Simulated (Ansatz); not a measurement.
## 5 guesses for Sc2Ta and where they end

All numbers below come from Ansatz 0.2.0, DFT PBE, scalar-relativistic, plane waves, PAW. Settings: cutoff 420 eV, Γ-centred meshes spaced at most about 0.3 Å⁻¹, and about 0.25 Å⁻¹ or finer for metals (2π included), Gaussian smearing. No spin polarisation in the final relaxations.

Each guess was relaxed in cell and atoms at zero pressure, within the symmetry of its start. All energies are static (0 K, no zero-point motion). Coordination counts all near atoms (those within 1.25 times the shortest distance at each site; a plus sign parts nearer from farther groups).

```
guess    made from  start group  V start (Å³/atom)                  end group  V end (Å³/atom)  coordination at the end  gap on mesh (eV)  E over the lowest end (meV/atom)
    1  random cell       P4/mmm               35.0                     P4/mmm             25.7            Sc 6+4, Ta 10                 0                               387
    2   EuAl2 type        Fd-3m               19.5  Fd-3m (cubic Laves (C15))             21.0            Sc 6+6, Ta 16                 0                               469
    3   FeSi2 type       P4/mmm               15.8                          ?                ?                        ?                 ?                                 ?
    4    CrB2 type       P6/mmm               15.5                     P6/mmm             20.9             Sc 11, Ta 14                 0                                 0
    5   Ta2Ni type       I4/mcm               19.1                     I4/mcm             22.9          Sc 4+3+8, Ta 10                 0                                80
```

Guess 3 as it starts:

```cif
data_structure
_symmetry_space_group_name_H-M 'P 1'
_symmetry_Int_Tables_number 1
_cell_length_a 2.9190
_cell_length_b 2.9190
_cell_length_c 5.5769
_cell_angle_alpha 90.000
_cell_angle_beta 90.000
_cell_angle_gamma 90.000
_cell_volume 47.52
loop_
_atom_site_label
_atom_site_type_symbol
_atom_site_fract_x
_atom_site_fract_y
_atom_site_fract_z
_atom_site_occupancy
Sc1 Sc 0.50000 0.50000 0.27000 1
Sc2 Sc 0.50000 0.50000 0.73000 1
Ta1 Ta 0.00000 0.00000 0.00000 1
```

**Question.** Predict the end of this guess and its energy over the lowest end.

**Answer.** It ends in space group P4/mmm (No. 123), with a = 2.991 Å, c = 7.652 Å, 22.8 Å³/atom and no gap. It lies 35 meV/atom over the lowest end, above guess 4 and below guess 5. Counting all near atoms, this end has Sc 9, Ta 12 and the lowest (guess 4) has Sc 11, Ta 14.

```cif
data_structure
_symmetry_space_group_name_H-M 'P 1'
_symmetry_Int_Tables_number 1
_cell_length_a 2.9912
_cell_length_b 2.9912
_cell_length_c 7.6516
_cell_angle_alpha 90.000
_cell_angle_beta 90.000
_cell_angle_gamma 90.000
_cell_volume 68.46
loop_
_atom_site_label
_atom_site_type_symbol
_atom_site_fract_x
_atom_site_fract_y
_atom_site_fract_z
_atom_site_occupancy
Sc1 Sc 0.50000 0.50000 0.28568 1
Sc2 Sc 0.50000 0.50000 0.71432 1
Ta1 Ta 0.00000 0.00000 0.00000 1
```

Formation energies are uncorrected and refer to the elements' standard structures at the same level.

**Question.** Is the lowest end bound against the elements?

**Answer.** No: its formation energy is +0.18 eV/atom. The separate elements lie lower, so it is unstable against them.

These runs have no spin–orbit coupling, which can matter for Ta. Cells relaxed within their symmetry can be saddle points. A lower structure may well exist outside this small set. Some candidate types were left out of the draw beforehand, so a known form may be missing.
